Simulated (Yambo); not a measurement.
A G0W0@LDA run in Yambo for CsLiMoO4 (space group F-43m, No. 216) (2×2×2 Γ-centred k mesh, bands 3 to 212 and a 7 Ry block in the screening, 212 bands in G with the Bruneval-Gonze terminator, plasmon pole fitted at 27.2 eV) gives these matrix elements, in eV, at the band edges (L → X):

| state | E0 | <Vxc> | <Σx> | <Σc(E0)> | Z |
|---|---|---|---|---|---|
| valence edge | 0.000 | -19.196 | -24.284 | 3.735 | 0.780 |
| conduction edge | 4.433 | -17.510 | -12.165 | -3.006 | 0.824 |

Solve the linearised quasiparticle equation for both states, give the gap, and say how exchange and correlation each act on it.

E = E0 + Z(Σx + Σc − Vxc). Valence: 0.000 + 0.780 × (-24.284 + (3.735) − (-19.196)) = -1.06 eV. Conduction: 4.433 + 0.824 × (-12.165 + (-3.006) − (-17.510)) = 6.36 eV. The gap is 7.42 eV, against 4.43 eV in LDA. Replacing Vxc by bare exchange alone would open it by 10.43 eV; correlation takes back 6.74 eV of that, and Z scales what is left. Nearest settings tried, and what they do to the gap: 135 bands in W, 135 bands in G: +45 meV; 6 Ry block (283 vectors against 339): +3 meV. Not varied: mesh. So the settings aren't converged at that level. The k mesh is coarse. Among the k points computed, the smallest G0W0 gap is 6.50 eV, L → Γ. Spin-orbit splittings are left out.

Geometry of the Materials Project entry, not relaxed at this level; primitive cell a = b = c = 5.934 Å, α = β = γ = 60.00°.

The structure is a Materials Project entry; no match was found in the copy of COD used, and its stability was not checked.
